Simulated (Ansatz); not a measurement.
PbS:
```yaml
crystal:
  lattice:
    - [4.24890, 0.00000, 0.00000]
    - [-2.12445, 3.67966, 0.00000]
    - [0.00000, 0.00000, 10.40674]
  atoms:
    - { symbol: Pb, position: [0.66679, 0.00000, 0.66667] }
    - { symbol: Pb, position: [0.00000, 0.66679, 0.33333] }
    - { symbol: Pb, position: [0.33321, 0.33321, 0.00000] }
    - { symbol: S, position: [0.66666, 0.00000, 0.16667] }
    - { symbol: S, position: [0.00000, 0.66666, 0.83333] }
    - { symbol: S, position: [0.33334, 0.33334, 0.50000] }
```

Relaxed with PBE. Special points in fractions of this cell's reciprocal vectors: Γ (0.000, 0.000, 0.000); M (0.500, 0.000, 0.000); K (0.333, 0.333, 0.000); A (0.000, 0.000, 0.500); L (0.500, 0.000, 0.500); H (0.333, 0.333, 0.500).

### Question
List the band energies nearest the valence-band maximum at these points for PBE (plane waves, PAW; program Ansatz).

### Answer
In eV from the valence-band maximum; about four levels below and three above (degenerate sets whole), none deeper than 8.9 eV; points with the same levels are listed once.

```csv
k,below,above
Γ,-1.71 -1.71 -1.71 -1.71 -0.67 -0.67,1.54 1.54 2.64 2.64 2.64 2.64
M,-2.13 -2.13 -1.30 -1.30,1.86 1.86 2.99 2.99
K,-2.36 -2.36 -2.36 -1.79 -1.79 -1.79,2.68 2.68 2.68
A,-1.59 -1.59 -1.48 -1.48 0.00,0.49 2.07 2.07
L,-2.64 -2.64 -1.59 -1.59 0.00,0.49 2.07 2.07
H,-3.44 -3.44 -3.44 -0.92 -0.92 -0.92,1.94 1.94 1.94
```

Space group Fm-3m (rock salt). Symmetry was held in the PBE relaxation. Point labels and valley counts follow the cell and symmetry of the run, lower than the named group. Spin–orbit coupling is left out wherever it is not named.

Potentials: the later of the program's two PAW sets.
